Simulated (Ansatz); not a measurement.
The relaxed structure here is a generated cell of NbAs: the first start was made by a random draw of sites in a space group, and the end was not matched to a known phase here, so it may be hypothetical.

One starting cell of NbAs (a randomly generated symmetric cell of NbAs (space group No. 227)) was relaxed twice with Ansatz (plane waves, PAW, scalar-relativistic): with r2SCAN at 500 eV and with PBE at 420 eV. The r2SCAN result:

NbAs is taken in the cubic space group Fd-3m, origin choice 1 (No. 227), Pearson symbol cF16. Lattice parameters: a = b = c = 6.497 Å, α = β = γ = 90.00°. As on 8b has 4 Nb at 2.813 Å and 6 Nb at 3.249 Å and 4 As at 2.813 Å. Nb on 8a sees 4 As at 2.813 Å and 6 As at 3.249 Å and 4 Nb at 2.813 Å. (Neighbours: up to the widest gap in distance over summed covalent radii, below 1.35, at either atom; cation-cation and far metal-metal contacts left out.)
(The calculation used a cell of 4 atoms; values per cell refer to that cell.)

```
quantity                          r2SCAN    PBE
--------------------------------  ------  -----
space group                        Fd-3m  Fd-3m
volume (Å³/atom)                   17.14      ?
a (Å)                              6.497      ?
gap (eV, no spin-orbit coupling)    0.00      ?
```

Problem. What does PBE give for the same quantities?

Solution. 
- volume (Å³/atom), PBE: 17.33
- a (Å), PBE: 6.521
- gap (eV, no spin-orbit coupling), PBE: 0.00

Both levels end in the same structure; PBE's volume is 1.1 % larger. Neither column is exact.

No spin polarisation in the result.

The run could not lose the symmetry of its start, so the end can be a saddle point.

All atoms sit on sites fixed by symmetry, so only the cell could relax.

Ansatz is a quantum-chemistry and plane-wave program.
